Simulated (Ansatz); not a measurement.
Ba$_{2}$ScO$_{3}$F:
```
Ba2ScO3F
1.0
   -2.07243     2.07243     6.75238
    2.07243    -2.07243     6.75238
    2.07243     2.07243    -6.75238
Ba Sc O F
2 1 3 1
Cartesian
  0.00000   0.00000   8.58682
  0.00000   0.00000   4.88421
  0.00000   0.00000  13.32609
  2.07243   0.00000   0.08191
  0.00000   2.07243   0.08191
  0.00000   0.00000  11.31462
  0.00000   0.00000   2.23888
```

Relaxed with HSE06. Special points in fractions of this cell's reciprocal vectors: Γ (0.000, 0.000, 0.000); X (0.000, 0.000, 0.500); P (0.250, 0.250, 0.250); N (0.000, 0.500, 0.000); M (0.500, 0.500, -0.500); S (0.274, 0.726, -0.274); S0 (-0.274, 0.274, 0.274); R (-0.047, 0.047, 0.500); G (0.500, 0.500, -0.047).

Problem. List the band energies nearest the valence-band maximum at these points for HSE06 in the plane-wave PAW code Ansatz.

Solution. In eV from the valence-band maximum; about four levels below and three above (degenerate sets whole), none deeper than 8.9 eV; points with the same levels are listed once.

```
k                    below           above
-  -----------------------  --------------
Γ  -0.60 -0.60 -0.25 -0.25  5.68 5.75 5.99
X   -1.05 -0.47 -0.28 0.00  6.08 6.66 6.68
P   -1.01 -0.38 -0.38 0.00  6.34 6.34 6.69
N  -1.06 -1.02 -0.66 -0.51  6.71 6.89 6.96
M  -0.64 -0.64 -0.20 -0.20  5.09 5.78 6.25
S  -1.01 -0.98 -0.79 -0.49  6.67 6.91 6.97
R  -1.06 -0.52 -0.31 -0.02  6.11 6.50 6.87
```

Space group I4mm. The workflow started from a Materials Project entry (that database holds measured and hypothetical structures alike); the Crystallography Open Database copy checked does not list it. Its standing as an ambient phase is unchecked. The cell was relaxed with HSE06 under the symmetry of its start; whether a distortion lowers the energy is not shown. The run is not spin-polarised. The hybrid was solved on a coarse mesh, the path and, where they were found, the r²SCAN edge points; its band edges are the extreme levels among these. Scalar-relativistic: spin–orbit coupling is off unless named, which matters more the heavier the elements.

Potentials: the later of the program's two PAW sets.
